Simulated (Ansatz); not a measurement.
Starting cell, GaN (wurtzite):

```
GaN
1.0
    3.21838     0.00000     0.00000
   -1.60919     2.78720     0.00000
    0.00000     0.00000    10.48640
Ga N
4 4
Direct
  0.66667   0.33333   0.00048
  0.66667   0.33333   0.50048
  0.33333   0.66667   0.25048
  0.33333   0.66667   0.75048
  0.66667   0.33333   0.31212
  0.66667   0.33333   0.81212
  0.33333   0.66667   0.06212
  0.33333   0.66667   0.56212
```

A phonon eigenvector at A = (0.0, 0.0, 0.5) is frozen into this cell: atom i moves by Q times the vector below, so Q is the largest atomic displacement, in Å. The cell is held. It is one choice among 4 degenerate patterns. (q is in reciprocal vectors of the primitive cell; the cell shown is doubled to hold the pattern.)

```json
[
 {"atom": "Ga1", "x": "0.000", "y": "0.083", "z": "0.000"},
 {"atom": "Ga2", "x": "0.000", "y": "-0.083", "z": "0.000"},
 {"atom": "Ga3", "x": "0.000", "y": "1.000", "z": "0.000"},
 {"atom": "Ga4", "x": "0.000", "y": "-1.000", "z": "0.000"},
 {"atom": "N5", "x": "0.000", "y": "0.883", "z": "0.000"},
 {"atom": "N6", "x": "0.000", "y": "-0.883", "z": "0.000"},
 {"atom": "N7", "x": "0.000", "y": "0.153", "z": "0.000"},
 {"atom": "N8", "x": "0.000", "y": "-0.153", "z": "0.000"}
]
```

Computed with PBE (plane waves to 420 eV, PAW, scalar-relativistic; Ansatz, a program for electronic structure). k mesh 12×12×3 (Γ-centred), Fermi-Dirac smearing 0.05 eV. The energy includes the smearing's −TS. GaN was relaxed with its symmetry unable to fall. The zero of ΔE is the undisplaced structure.

| Q (Å) | ΔE (meV/cell) |
|---|---|
| -0.2800 | withheld |
| -0.2333 | 175.7 |
| -0.1867 | 112.5 |
| -0.1400 | 63.3 |
| -0.0933 | 28.1 |
| -0.0467 | 7.0 |
| 0.0000 | 0.0 |
| 0.0467 | 7.0 |
| 0.0933 | 28.1 |
| 0.1400 | 63.3 |
| 0.1867 | 112.5 |
| 0.2333 | 175.7 |
| 0.2800 | withheld |

Task: Fit an even polynomial form (powers 2, 4) to the given rows and predict ΔE at Q = 0.2800.

Result: Least squares on the 11 given rows: ΔE = (3228)·Q² + (-5.197)·Q⁴, in meV/cell with Q in Å; root-mean-square residual 0.02 meV/cell. At 0.2800 the fit gives 253.0 meV/cell; the calculation gives 252.9 meV/cell, so the extrapolation is off by 0.1 (+0.0 %). The quadratic term alone would give 253.1 meV/cell.

(A displaced cell: forces are minus the slopes of the energy, force constants its curvatures, and phonons follow from these.)
